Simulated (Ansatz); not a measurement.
# GaH2: start and end of a relaxation

The cell of GaH2 is invented: 4-connected net, bridging atoms on its edges (P6_3/mmc, No. 194). The dimensions are guesses.

start.xyz

```xyz
12
Lattice="4.7009 0.0000 0.0000 -2.3505 4.0711 0.0000 0.0000 0.0000 7.6765" Properties=species:S:1:pos:R:3 pbc="T T T"
Ga    0.0000    2.7141    7.1968
Ga    2.3505    1.3570    3.3585
Ga    2.3505    1.3570    0.4798
Ga    0.0000    2.7141    4.3181
H    -1.1752    2.0356    0.0000
H     1.1752    2.0356    0.0000
H     2.3505    0.0000    0.0000
H     0.0000    2.7141    5.7574
H     2.3505    1.3570    1.9191
H     2.3505    0.0000    3.8383
H     1.1752    2.0356    3.8383
H    -1.1752    2.0356    3.8383
```

These are results of DFT PBE, scalar-relativistic, plane waves, PAW in Ansatz 0.2.0, not measurements. Cutoff 420 eV, Gaussian smearing, Γ-centred meshes. Cell and atoms relax first on a coarse mesh and then on a converged one. In between, the cell is made exact in the group found at 0.06 Å. The steps can't lower the symmetry of their start. No spin polarisation.

end.xyz

```xyz
12
Lattice="6.1461 0.0000 0.0000 -3.0731 5.3227 0.0000 0.0000 0.0000 7.8329" Properties=species:S:1:pos:R:3 pbc="T T T"
Ga    0.0000    3.5485    7.6265
Ga    3.0731    1.7742    3.7101
Ga    3.0731    1.7742    0.2064
Ga    0.0000    3.5485    4.1229
H    -1.5365    2.6614    0.0000
H     1.5365    2.6614    0.0000
H     3.0731    0.0000    0.0000
H     0.0000    3.5485    5.8747
H     3.0731    1.7742    1.9582
H     3.0731    0.0000    3.9165
H     1.5365    2.6614    3.9165
H    -1.5365    2.6614    3.9165
```

The symmetry stays P6_3/mmc (No. 194). The volume per atom grows by 74.4 %, from 12.2 to 21.4 Å³. The shortest distance goes from 1.44 Å (Ga–H) to 1.75 Å (Ga–H). The ratio c/a of the conventional cell changes by a factor of 0.78. The energy falls by about 0.86 eV/atom (the start's value is from the coarse mesh).

```json
{"Volume per atom": "21.35 Å³", "Density": "1.86 g/cm³", "Formation energy": "+0.266 eV/atom", "Gap on the 6×6×6 mesh of the 12-atom cell": "0.08 eV"}
```

Formation energies are uncorrected and refer to the elements' standard structures at the same level (H₂ as a molecule). The separate elements lie lower, so it is unstable against them.

The last run used Gaussian smearing of 0.02 eV. With hydrogen, zero-point motion can shift formation energies by some tens of meV/atom. Small gaps are read on the mesh alone, and bands can cross between its points. Symmetry constrained the relaxation, so the result can be a saddle point. In all, the 3 runs took 4 min on 1 thread of Arm Neoverse V1, with other jobs on the host.
